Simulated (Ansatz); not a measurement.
Relaxed-ion elastic tensor of BiTe in space group R-3m (No. 166; Bi on 3b, Te on 3a) in GPa (Voigt order), DFT-PBEsol in the program Ansatz with PAW potentials; density 8.77 g/cm³, 31.88 Å³ per atom.

```
 93.2   50.8   42.2  -23.2    0.0    0.0
 50.8   93.2   42.2   23.2    0.0    0.0
 42.2   42.2   45.3    0.0    0.0    0.0
-23.2   23.2    0.0   30.9    0.0    0.0
  0.0    0.0    0.0    0.0   30.9  -23.2
  0.0    0.0    0.0    0.0  -23.2   21.2
```

Task: Is the crystal mechanically stable?

Result: Yes: the smallest eigenvalue of C is 2.4 GPa.

Task: Work out the Voigt and Reuss bounds. Is their mean of use?

Result: K_V = 55.8, K_R = 45.0; G_V = 23.0, G_R = 5.0 GPa. The bounds lie so far apart that a Hill average or a Debye temperature from it would say little.

The workflow started from a Materials Project entry (that database holds measured and hypothetical structures alike); the Crystallography Open Database copy checked does not list it. COD files the formula under space group No. 164, 225. Whether it is the stable phase at ambient conditions was not checked. The cell was relaxed with PBEsol under the symmetry of its start; whether a distortion lowers the energy is not shown. As this level gives no gap, shear constants depend on the k-mesh and smearing (Fermi–Dirac, 0.1 eV here). Spin–orbit coupling is left out wherever it is not named.

Potentials: the later of the program's two PAW sets.
